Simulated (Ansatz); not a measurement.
## Where the states of TaRh3 lie

```cif
data_structure
_symmetry_space_group_name_H-M 'Pm-3m'
_symmetry_Int_Tables_number 221
_cell_length_a 3.8698
_cell_length_b 3.8698
_cell_length_c 3.8698
_cell_angle_alpha 90.000
_cell_angle_beta 90.000
_cell_angle_gamma 90.000
_cell_volume 57.95
loop_
_atom_site_label
_atom_site_type_symbol
_atom_site_symmetry_multiplicity
_atom_site_Wyckoff_symbol
_atom_site_fract_x
_atom_site_fract_y
_atom_site_fract_z
_atom_site_occupancy
Ta1 Ta 1 a 0.00000 0.00000 0.00000 1
Rh1 Rh 3 c 0.00000 0.50000 0.50000 1
```

The runs use the primitive cell with vectors (3.870, 0.000, 0.000), (0.000, 3.870, 0.000), (0.000, 0.000, 3.870) Å, to which the k mesh refers.

The cell is the one relaxed in the Materials Project (mp-1020), not relaxed further here; entries there can be hypothetical.

No spin–orbit coupling, which matters for the heavy atoms here.

These are results of Ansatz 0.2.0, DFT, PBEsol, all-electron LAPW, scalar-relativistic, not measurements.

Numerical set-up: a Γ-centred 9×9×9 k mesh, Fermi–Dirac smearing of 0.05 eV, basis error target 0.5 meV/atom, no spin polarisation.

States per eV and cell, averaged over 0.6 eV, from -8.2 to 6.0 eV, with energies (bin centres) from the Fermi level; empty bins are left out. The partial columns, the largest 4 alone, are projections on Löwdin-orthogonalised atomic shells (those that the program's projection atoms carry: the occupied ones and, for some elements, an empty d or f shell; other empty shells have no column), summed over atoms of an element. Weights on diffuse s and p shells depend on that basis and aren't pure angular character.

| E (eV) | total | Rh 4d | Ta 5d | Rh 5s | Ta 6s |
| --- | --- | --- | --- | --- | --- |
| -8.0 | 0.09 | 0.00 | 0.00 | 0.05 | 0.02 |
| -7.4 | 0.25 | 0.01 | 0.00 | 0.15 | 0.07 |
| -6.8 | 0.41 | 0.02 | 0.01 | 0.23 | 0.11 |
| -6.2 | 0.90 | 0.21 | 0.07 | 0.35 | 0.22 |
| -5.6 | 3.28 | 1.85 | 0.48 | 0.52 | 0.37 |
| -5.0 | 6.64 | 4.70 | 0.98 | 0.72 | 0.15 |
| -4.4 | 5.35 | 4.24 | 0.74 | 0.28 | 0.03 |
| -3.8 | 5.03 | 4.22 | 0.58 | 0.13 | 0.02 |
| -3.2 | 4.87 | 4.10 | 0.43 | 0.22 | 0.04 |
| -2.6 | 6.76 | 5.55 | 0.69 | 0.34 | 0.05 |
| -2.0 | 6.54 | 5.32 | 0.80 | 0.28 | 0.04 |
| -1.4 | 6.26 | 5.22 | 0.64 | 0.18 | 0.06 |
| -0.8 | 4.89 | 3.69 | 0.64 | 0.18 | 0.21 |
| -0.2 | 2.42 | 1.91 | 0.24 | 0.08 | 0.09 |
| 0.4 | 2.52 | 2.21 | 0.18 | 0.04 | 0.04 |
| 1.0 | 0.66 | 0.40 | 0.19 | 0.03 | 0.01 |
| 1.6 | 5.71 | 1.88 | 3.28 | 0.26 | 0.03 |
| 2.2 | 4.44 | 1.59 | 2.38 | 0.29 | 0.06 |
| 2.8 | 3.25 | 1.19 | 1.39 | 0.48 | 0.04 |
| 3.4 | 1.75 | 0.39 | 0.82 | 0.31 | 0.06 |
| 4.0 | 1.12 | 0.25 | 0.57 | 0.16 | 0.02 |
| 4.6 | 0.52 | 0.09 | 0.19 | 0.07 | 0.02 |
| 5.2 | 0.81 | 0.11 | 0.20 | 0.08 | 0.15 |
| 5.8 | 1.35 | 0.15 | 0.26 | 0.24 | 0.23 |

**Question.** Which of the resolved shells contributes most within 0.3 eV of the Fermi level?

**Answer.** Rh 4d, with 83 % of all states there; Ta 5d follows with 8 %.

**Question.** Where is the centre of the filled Rh 4d states between -14 eV and the top of the filled states?

**Answer.** -2.90 eV from the Fermi level.
